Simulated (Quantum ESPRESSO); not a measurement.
GaAs is modelled in the cubic space group F-43m (No. 216), the zinc blende structure, Pearson symbol cF8. Lattice parameters: a = 5.7171 Å, b = 5.7171 Å, c = 5.7171 Å, α = 90.00°, β = 90.00°, γ = 90.00°. Ga on 4a has 4 As at 2.476 Å (tetrahedral). As on 4c has 4 Ga at 2.476 Å (tetrahedral). (Neighbours: up to the widest gap in distance over summed covalent radii, below 1.35, at either atom.)
(The calculation used a cell of 2 atoms; values per cell refer to that cell.)

The PBEsol cell relaxed from Materials Project entry mp-2534 was given an isotropic strain of +1 % on all lattice vectors, and the atoms were relaxed again.

Task: What does norm-conserving PBE (stringent potentials; Quantum ESPRESSO, 114 Ry, scalar-relativistic) give for the electronic structure near the Fermi level?

Result: The PBE gap is direct, 0.27 eV at Γ. Spin-orbit splittings are left out.
